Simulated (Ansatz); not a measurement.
A plane-wave DFT run in Ansatz 0.2.0 (scalar-relativistic PAW potentials unless the input names others): input and command.

```yaml
crystal:
  lattice:
    - [3.5904202704, 0.0, 0.0]
    - [-1.7952101352, 3.1093951645, 0.0]
    - [0.0, 0.0, 5.097706735]
  atoms:
    - { symbol: Fe, position: [0.3333333333, 0.6666666667, 0.1948290862], spin: 3.53 }
    - { symbol: Fe, position: [0.6666666667, 0.3333333333, 0.8051709138], spin: 3.53 }
    - { symbol: F, position: [0.0, 0.0, 0.0] }
    - { symbol: F, position: [0.3333333333, 0.6666666667, 0.6577210925] }
    - { symbol: F, position: [0.6666666667, 0.3333333333, 0.3422789075] }
basis:
  ecutwfc: 420
kpoints:
  mp_grid: { grid: [1, 1, 1] }
hamiltonian:
  xc: pbe
scf:
  occupations: { method: gaussian, width: 0.1 }
  max_iter: 100
output:
  forces: true
  eigenvalues: true
  stress: true
magnetization:
  spin_polarized: true
```

```bash
ansatz run input.yaml --threads 1 --pin off --max-ram 2560MiB --backend cpu --events-out ev --progress --plain --runs-dir out
```

Abridged log:
```
Basis set: ecut = 420 eV, 1115 PW (Γ), exchange–correlation on 48×48×72 points (8 copies of the dense FFT grid, shifted against one another)
Bands: 37, of which v1, the nominal top of the filled ones, is band 27 counted from 1 (26 counted from 0)
Symmetry: 12 space group operations
k-points: 1
SCF iter   1: F=—  HF=-11388.620504 eV  |F-HF|=—  |Δ(HF+E_count)|=         —  Δρ=3.35e-1 (↑1.74e-1 ↓3.35e-1) dr2=1.33e2  dr2_m=7.26e0  M=3.005 μB ∫|m|=3.456 μB  β_m=0.30  ethr=3.10e-3  ⟨swp⟩=7.5  Hψ=310  notcnv=0
Mixer restart at iter 1: flushing history
spin=Collinear: Resta preconditioning applied to the charge; magnetization (m = ρ↑ − ρ↓) channel mixes plain (no charge-response kernel on spin).
SCF iter   2: F=—  HF=-11383.836389 eV  |F-HF|=—  |Δ(HF+E_count)|=    4.78e0  Δρ=8.51e-2 (↑8.51e-2 ↓7.83e-2) dr2=3.80e0  dr2_m=2.20e0  M=7.508 μB ∫|m|=7.578 μB  β_m=0.29  ethr=3.10e-3  ⟨swp⟩=4.0  Hψ=198  notcnv=0  defer=8
spin=Collinear: Kerker preconditioning applied to the charge; magnetization (m = ρ↑ − ρ↓) channel mixes plain (no charge-response kernel on spin).
SCF iter   3: F=—  HF=-11383.065053 eV  |F-HF|=—  |Δ(HF+E_count)|=   7.71e-1  Δρ=6.29e-2 (↑6.29e-2 ↓5.06e-2) dr2=1.99e0  dr2_m=1.24e0  M=7.416 μB ∫|m|=7.546 μB  β_m=0.64  ethr=3.10e-3  ⟨swp⟩=2.5  Hψ=133  notcnv=0  defer=8
SCF iter   4: F=—  HF=-11382.640599 eV  |F-HF|=—  |Δ(HF+E_count)|=   4.24e-1  Δρ=1.67e-2 (↑1.10e-2 ↓1.67e-2) dr2=3.94e-1  dr2_m=2.07e-2  M=7.590 μB ∫|m|=7.814 μB  β_m=0.65  ethr=3.10e-3  ⟨swp⟩=2.5  Hψ=142  notcnv=0  defer=8
SCF iter   5: F=—  HF=-11382.623999 eV  |F-HF|=—  |Δ(HF+E_count)|=   1.66e-2  Δρ=9.59e-3 (↑8.59e-3 ↓9.59e-3) dr2=1.26e-1  dr2_m=2.05e-2  M=8.016 μB ∫|m|=8.090 μB  β_m=0.82  ethr=7.43e-4  ⟨swp⟩=2.0  Hψ=125  notcnv=0  defer=8
SCF iter   6: F=—  HF=-11382.793701 eV  |F-HF|=—  |Δ(HF+E_count)|=         —  Δρ=1.46e-2 (↑1.23e-2 ↓1.46e-2) dr2=4.80e-2  dr2_m=8.23e-2  M=8.994 μB ∫|m|=9.000 μB  β_m=0.82  ethr=2.38e-4  ⟨swp⟩=2.5  Hψ=136  notcnv=0  defer=8
Mixer restart at iter 6: flushing history
SCF iter   7: F=—  HF=-11382.917005 eV  |F-HF|=—  |Δ(HF+E_count)|=   1.23e-1  Δρ=3.84e-3 (↑2.99e-3 ↓3.84e-3) dr2=1.07e-2  dr2_m=3.66e-3  M=9.000 μB ∫|m|=9.009 μB  β_m=0.91  ethr=9.05e-5  ⟨swp⟩=2.0  Hψ=126  notcnv=0  defer=8
SCF iter   8: F=—  HF=-11382.927515 eV  |F-HF|=—  |Δ(HF+E_count)|=   1.05e-2  Δρ=1.66e-3 (↑1.66e-3 ↓1.21e-3) dr2=3.59e-3  dr2_m=2.85e-4  M=9.000 μB ∫|m|=9.010 μB  β_m=0.91  ethr=2.03e-5  ⟨swp⟩=2.0  Hψ=135  notcnv=0  defer=8
SCF iter   9: F=—  HF=-11382.927373 eV  |F-HF|=—  |Δ(HF+E_count)|=   1.42e-4  Δρ=9.98e-4 (↑9.98e-4 ↓9.19e-4) dr2=1.63e-3  dr2_m=1.68e-5  M=9.000 μB ∫|m|=9.010 μB  β_m=0.84  ethr=6.78e-6  ⟨swp⟩=2.0  Hψ=132  notcnv=0  defer=8
SCF iter  10: F=—  HF=-11382.927190 eV  |F-HF|=—  |Δ(HF+E_count)|=   1.84e-4  Δρ=4.50e-4 (↑4.50e-4 ↓4.29e-4) dr2=5.20e-4  dr2_m=3.85e-6  M=9.000 μB ∫|m|=9.010 μB  β_m=0.92  ethr=3.07e-6  ⟨swp⟩=2.0  Hψ=87  notcnv=0  defer=8
SCF iter  11: F=—  HF=-11382.927064 eV  |F-HF|=—  |Δ(HF+E_count)|=   1.25e-4  Δρ=1.79e-4 (↑1.70e-4 ↓1.79e-4) dr2=9.74e-5  dr2_m=8.84e-7  M=9.000 μB ∫|m|=9.010 μB  β_m=0.90  ethr=9.82e-7  ⟨swp⟩=2.0  Hψ=97  notcnv=0  defer=8
SCF iter  12: F=—  HF=-11382.926717 eV  |F-HF|=—  |Δ(HF+E_count)|=   3.47e-4  Δρ=7.55e-5 (↑6.72e-5 ↓7.55e-5) dr2=1.60e-5  dr2_m=2.59e-7  M=9.000 μB ∫|m|=9.010 μB  β_m=0.95  ethr=1.84e-7  ⟨swp⟩=2.0  Hψ=117  notcnv=0  defer=8
SCF iter  13: F=—  HF=-11382.926713 eV  |F-HF|=—  |Δ(HF+E_count)|=   3.58e-6  Δρ=2.54e-5 (↑2.54e-5 ↓1.79e-5) dr2=1.31e-6  dr2_m=1.99e-8  M=9.000 μB ∫|m|=9.010 μB  β_m=0.97  ethr=3.03e-8  ⟨swp⟩=2.0  Hψ=103  notcnv=0  defer=8
SCF iter  14: F=—  HF=-11382.926713 eV  |F-HF|=—  |Δ(HF+E_count)|=   2.31e-7  Δρ=1.04e-5 (↑9.66e-6 ↓1.04e-5) dr2=2.33e-7  dr2_m=1.71e-9  M=9.000 μB ∫|m|=9.010 μB  β_m=0.99  ethr=2.47e-9  ⟨swp⟩=2.0  Hψ=103  notcnv=0  defer=8
SCF iter  15: F=-11382.926713 eV  HF=-11382.926713 eV  |F-HF|=3.14e-8  |Δ(HF+E_count)|=   8.19e-9  Δρ=6.96e-6 (↑5.91e-6 ↓6.96e-6) dr2=6.31e-8  dr2_m=9.55e-10  M=9.000 μB ∫|m|=9.010 μB  ethr=1.89e-10  ⟨swp⟩=8.0  Hψ=335  notcnv=0
SCF 1 converged in 15 iterations: F = -11382.926713 eV  dr2 = 6.31e-8
SCF converged after 15 iterations
Magnetization: 9.0000 μB (31.0000 up, 22.0000 down)
Absolute magnetization: 9.0107 μB (∫|ρ↑−ρ↓|, with the PAW one-centre terms)
Spin contamination: 0.0097 ħ² per cell (⟨S²⟩ above its minimum at these occupations)
Per-site moments (μB) at R_I (Å): [(3.59797177, 0.90956258), (3.59797177, 0.90956258), (0.25716520, 0.94816234), (0.21720732, 0.90956258), (0.21720732, 0.90956258)]
Free energy (F): -11382.926713 eV
Harris-Foulkes:  -11382.926713 eV  (|F-HF|=3.14e-8)
Internal energy: -11382.926713 eV  (E = F + TS)
E sigma→0 (E₀):  -11382.926713 eV
Fermi energy:    9.732646 eV
--- Forces (eV/Å), atoms counted from 1 ---
  atom   1  Fe     0.00000000     0.00000000     0.11692056
  atom   2  Fe     0.00000000     0.00000000    -0.11692056
  atom   3  F      0.00000000     0.00000000     0.00000000
  atom   4  F      0.00000000     0.00000000    -0.72620853
  atom   5  F      0.00000000     0.00000000     0.72620853
--- Stress (GPa, compression-positive) ---
       16.088499       0.000000       0.000000
        0.000000      16.088499       0.000000
        0.000000       0.000000      -7.643709
  P = ⅓ Tr σ = 8.1778 GPa (81.778 kbar)
```

Problem. What is wrong with this input?

Solution. The fault is one k-point for a small cell (kpoints.mp_grid.grid: [12, 12, 8] → [1, 1, 1], the first being the value of the sound run). Setting it back cures it. The run converged all the same, with an energy at zero smearing 298 meV/atom above the reference's, pressure 8.18 GPa, largest force 0.726 eV/Å, gap on the mesh 0.94 eV, so convergence alone doesn't show that an input is right. A reference run on usual settings, whose relaxation ended at this geometry, converged, and the end of its own relaxation has pressure 0.01 GPa, largest force 0.001 eV/Å, no gap on the mesh.

Time: 0.81 s on 1 thread of Intel(R) Xeon(R) 6975P-C (Granite Rapids) (shared host), peak memory 0.33 GiB.